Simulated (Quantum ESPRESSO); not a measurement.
Ti2TaO5F3, input and log of a self-consistent run

Simulated, not a measurement. The program is pw.x of Quantum ESPRESSO 7.5 (plane-wave density functional theory). The cell is made up: 11 atoms on a fluorite lattice with one site empty, with randomly drawn elements, strain and displacements, not relaxed. PseudoDojo standard norm-conserving files (v0.5 for PBE, v0.4.1 for LDA and PBEsol) set the functional; there is no spin polarisation, spin-orbit coupling or dispersion term, and the masses in the input are unused placeholders.

Input:

```
&control calculation='scf', pseudo_dir='./dojo.nc.sr.pbe.v0_5.standard.upf', outdir='./o', disk_io='low', tprnfor=.true., tstress=.true. /
&system ibrav=0, nat=11, ntyp=4, nbnd=50, ecutwfc=84.00895049, nosym=.true., tot_charge=0,
 occupations='smearing', smearing='fd', degauss=0.0018374661
/
&electrons conv_thr=7.350e-09, electron_maxstep=60, /
ATOMIC_SPECIES
F 1.0 F.upf
O 1.0 O.upf
Ta 1.0 Ta.upf
Ti 1.0 Ti.upf
CELL_PARAMETERS angstrom
4.7914 0.0 0.0
0.0 4.7914 0.0
0.0 0.0 4.7914
ATOMIC_POSITIONS angstrom
Ti -0.0224 -0.0183 -0.0352
Ta 0.1296 2.4237 2.3154
Ti 2.3917 2.5288 -0.034
O 1.2281 1.1743 1.1066
O 1.2558 1.2054 3.6122
F 1.1592 3.592 1.1308
O 1.209 3.6525 3.6556
F 3.5448 1.1814 1.2164
F 3.6217 1.1481 3.6676
O 3.629 3.6274 1.1339
O 3.6305 3.5848 3.4775
K_POINTS automatic
5 5 5 1 1 1
```

The log is shortened where brackets say so; the opening notice, blank lines, dates and the lines on written files are dropped, and the path of the files is cut. It prints rydbergs, bohrs and kilobars, and counts compression as positive stress. With no partly filled state, the Fermi energy that it prints is only some level between the filled and the empty states on the mesh, and need not lie in the true gap.

```
     Program PWSCF v.7.5
     Parallel version (MPI & OpenMP), running on       4 processor cores
     Number of MPI processes:                 4
     Threads/MPI process:                     1
     [start-up lines left out]
     bravais-lattice index     =            0
     lattice parameter (alat)  =       9.0544  a.u.
     unit-cell volume          =     742.3076 (a.u.)^3
     number of atoms/cell      =           11
     number of atomic types    =            4
     number of electrons       =        88.00
     number of Kohn-Sham states=           50
     kinetic-energy cutoff     =      84.0090  Ry
     charge density cutoff     =     336.0358  Ry
     scf convergence threshold =      7.3E-09
     mixing beta               =       0.7000
     number of iterations used =            8  plain     mixing
     Exchange-correlation= PBE
                           (   1   4   3   4   0   0   0)
     [axes and pseudopotential details left out]
   Cartesian axes
     site n.     atom                  positions (alat units)
         1        Ti     tau(   1) = (  -0.0046750  -0.0038193  -0.0073465  )
         2        Ta     tau(   2) = (   0.0270485   0.5058438   0.4832408  )
         3        Ti     tau(   3) = (   0.4991652   0.5277789  -0.0070960  )
         4        O      tau(   4) = (   0.2563134   0.2450849   0.2309555  )
         5        O      tau(   5) = (   0.2620946   0.2515757   0.7538924  )
         6        F      tau(   6) = (   0.2419335   0.7496765   0.2360062  )
         7        O      tau(   7) = (   0.2523271   0.7623033   0.7629503  )
         8        F      tau(   8) = (   0.7398255   0.2465668   0.2538715  )
         9        F      tau(   9) = (   0.7558751   0.2396168   0.7654548  )
        10        O      tau(  10) = (   0.7573987   0.7570647   0.2366532  )
        11        O      tau(  11) = (   0.7577117   0.7481738   0.7257795  )
     number of k points=    63  Fermi-Dirac smearing, width (Ry)=  0.0018
                       cart. coord. in units 2pi/alat
        k(    1) = (   0.1000000   0.1000000   0.1000000), wk =   0.0320000
        k(    2) = (   0.1000000   0.1000000   0.3000000), wk =   0.0320000
     [further k points left out]
     Dense  grid:    77053 G-vectors     FFT dimensions: (  54,  54,  54)
     Estimated max dynamical RAM per process >     244.60 MB
     Estimated total dynamical RAM >     921.95 MB
     Initial potential from superposition of free atoms
     starting charge      87.9959, renormalised to      88.0000
     Starting wfcs are   62 randomized atomic wfcs
     total cpu time spent up to now is        4.6 secs
     per-process dynamical memory:   188.7 Mb
     Self-consistent Calculation
     iteration #  1     ecut=    84.01 Ry     beta= 0.70
     Davidson diagonalization with overlap
     ethr =  1.00E-02,  avg # of iterations =  2.0
     total cpu time spent up to now is       14.2 secs
     total energy              =    -679.01282460 Ry
     estimated scf accuracy    <       4.85674789 Ry
     iteration #  2     ecut=    84.01 Ry     beta= 0.70
     Davidson diagonalization with overlap
     ethr =  5.52E-03,  avg # of iterations =  9.2
     total cpu time spent up to now is       29.2 secs
     total energy              =    -672.06762134 Ry
     estimated scf accuracy    <      76.18009212 Ry
     iteration #  3     ecut=    84.01 Ry     beta= 0.70
     Davidson diagonalization with overlap
     ethr =  5.52E-03,  avg # of iterations =  6.9
     total cpu time spent up to now is       41.7 secs
     total energy              =    -681.67813254 Ry
     estimated scf accuracy    <       2.08679528 Ry
     iteration #  4     ecut=    84.01 Ry     beta= 0.70
     Davidson diagonalization with overlap
     ethr =  2.37E-03,  avg # of iterations =  2.6
     total cpu time spent up to now is       48.4 secs
     total energy              =    -681.73574953 Ry
     estimated scf accuracy    <       1.07077107 Ry
     iteration #  5     ecut=    84.01 Ry     beta= 0.70
     Davidson diagonalization with overlap
     ethr =  1.22E-03,  avg # of iterations =  2.7
     total cpu time spent up to now is       55.0 secs
     total energy              =    -681.59080857 Ry
     estimated scf accuracy    <       0.68957375 Ry
     [iterations 6 to 17 left out]
     iteration # 18     ecut=    84.01 Ry     beta= 0.70
     Davidson diagonalization with overlap
     ethr =  4.05E-09,  avg # of iterations =  3.8
     total cpu time spent up to now is      175.8 secs
     total energy              =    -681.67826594 Ry
     estimated scf accuracy    <       0.00000096 Ry
     iteration # 19     ecut=    84.01 Ry     beta= 0.70
     Davidson diagonalization with overlap
     ethr =  1.09E-09,  avg # of iterations =  5.7
     total cpu time spent up to now is      185.2 secs
     total energy              =    -681.67826622 Ry
     estimated scf accuracy    <       0.00000012 Ry
     iteration # 20     ecut=    84.01 Ry     beta= 0.70
     Davidson diagonalization with overlap
     ethr =  1.41E-10,  avg # of iterations =  3.5
     total cpu time spent up to now is      193.5 secs
     total energy              =    -681.67826623 Ry
     estimated scf accuracy    <       0.00000004 Ry
     iteration # 21     ecut=    84.01 Ry     beta= 0.70
     Davidson diagonalization with overlap
     ethr =  5.01E-11,  avg # of iterations =  4.1
     total cpu time spent up to now is      201.1 secs
     total energy              =    -681.67826623 Ry
     estimated scf accuracy    <       0.00000002 Ry
     iteration # 22     ecut=    84.01 Ry     beta= 0.70
     Davidson diagonalization with overlap
     ethr =  1.71E-11,  avg # of iterations =  5.0
     total cpu time spent up to now is      210.7 secs
     End of self-consistent calculation
          k = 0.1000 0.1000 0.1000 (  9669 PWs)   bands (ev):
   -59.0135 -47.5318 -47.5143 -25.7622 -25.3660 -25.2601 -24.0703 -23.8832
   -23.7845 -23.7112 -23.6552 -23.5498 -15.1507 -13.7500 -13.1970  -7.8123
    -6.9548  -6.7654  -6.2785  -5.5686   1.6589   1.9774   2.5247   3.2860
     3.5258   3.8694   3.9830   4.4255   4.6042   5.5392   5.7038   6.3567
     6.4930   7.1845   7.3712   7.7115   7.8516   8.5057   8.7331   8.9502
     9.3298  10.0549  10.3057  10.8285  11.7820  11.9221  12.0901  12.2824
    12.6648  12.8361
     [levels at the other k points left out]
     the Fermi energy is    11.2328 ev
!    total energy              =    -681.67826623 Ry
     estimated scf accuracy    <          2.0E-09 Ry
     smearing contrib. (-TS)   =      -0.00000000 Ry
     internal energy E=F+TS    =    -681.67826623 Ry
     The total energy is F=E-TS. E is the sum of the following terms:
     one-electron contribution =    -205.96479302 Ry
     hartree contribution      =     152.56610466 Ry
     xc contribution           =    -139.49854367 Ry
     ewald contribution        =    -488.78103420 Ry
     convergence has been achieved in  22 iterations
     Forces acting on atoms (cartesian axes, Ry/au):
     atom    1 type  4   force =     0.02400769   -0.01769515   -0.06881665
     atom    2 type  3   force =     0.01510522   -0.03689756    0.13925753
     atom    3 type  4   force =    -0.00991085    0.00237256   -0.09662410
     atom    4 type  2   force =    -0.07735751    0.06494749    0.02427701
     atom    5 type  2   force =    -0.06049704    0.07849304   -0.04397314
     atom    6 type  1   force =     0.05034863    0.02174873    0.04349610
     atom    7 type  2   force =    -0.01702488   -0.04762571   -0.00384825
     atom    8 type  1   force =     0.02760756    0.02698282    0.02281263
     atom    9 type  1   force =     0.00661318    0.02769333   -0.00859296
     atom   10 type  2   force =     0.02339339   -0.05189919   -0.04125915
     atom   11 type  2   force =     0.01771461   -0.06812037    0.03327097
     Total force =     0.282783     Total SCF correction =     0.000131
     Computing stress (Cartesian axis) and pressure
          total   stress  (Ry/bohr**3)                   (kbar)     P=       65.15
   0.00036947  -0.00039979  -0.00027483           54.35      -58.81      -40.43
  -0.00039979   0.00025986  -0.00031805          -58.81       38.23      -46.79
  -0.00027483  -0.00031805   0.00069928          -40.43      -46.79      102.87
     init_run     :      3.96s CPU      4.16s WALL (       1 calls)
     electrons    :    204.64s CPU    206.11s WALL (       1 calls)
     forces       :      1.64s CPU      1.65s WALL (       1 calls)
     stress       :      5.32s CPU      5.33s WALL (       1 calls)
     [timing details left out]
     PWSCF        :   3m36.08s CPU   3m37.81s WALL
     JOB DONE.
```

In other units: free energy -9274.705 eV for the cell, pressure 6.51 GPa, largest force component 3.580 eV/Å. A rerun of a related cell, with the same atoms placed differently, at a cutoff of 1437 eV and k mesh 7 x 7 x 7 moved values by no more than 0.003 eV in energy, 0.06 GPa in stress and 0.005 eV/Å in force.